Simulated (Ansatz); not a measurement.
TlF:
```
CELL_PARAMETERS angstrom
      0.00000     2.84343     2.84343
      2.84343     0.00000     2.84343
      2.84343     2.84343     0.00000
ATOMIC_POSITIONS crystal
  Tl 0.00000 0.00000 0.00000
  F  0.50000 0.50000 0.50000
```

The program Ansatz at the r²SCAN+D4 level (PAW) gives a gap of 2.59 eV without spin–orbit coupling, maximum at L, minimum at L.

Question: What happens when spin–orbit coupling is switched on?

Answer: The gap drops by 0.17 eV, to 2.42 eV; maximum at L, minimum at L.

Question: Give the electron effective mass with spin–orbit coupling.

Answer: 0.18, 0.53, 0.53 mₑ (principal values).

Question: Give the hole effective mass with spin–orbit coupling.

Answer: 0.27, 1.3, 1.3 mₑ (principal values).

Space group Fm-3m (rock salt). The workflow started from an entry of the Crystallography Open Database (COD); the relaxed space group is not among those it files for this formula. COD files the formula under space group No. 28, 57, 69, 129, 139, so this cell is another polymorph or a model. Its standing as an ambient phase is unchecked. Symmetry was held in the r²SCAN+D4 relaxation; whether a distortion lowers the energy is not shown.

Potentials: the later of the program's two PAW sets.
